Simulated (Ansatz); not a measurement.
In DFT-PBE in the program Ansatz with PAW potentials, W2C in the trigonal phase (P-3m1; C on 1a, W on 2d) relaxes to a = 3.061 Å, c = 4.679 Å. C has 6 nearest neighbours from 2.13 Å (octahedral). Its formation energy from the elements is 0.036 eV/atom, with no fitted shifts.

Electronic character: metallic (no gap).

An equation-of-state fit gives a bulk modulus of 310 GPa.

Symmetry was held in the PBE relaxation. No spin polarisation was allowed. The references are the lowest solids computed at this level, not always the standard phases. Scalar-relativistic: spin–orbit coupling is off unless named, which matters more the heavier the elements.

Potentials: the later of the program's two PAW sets.
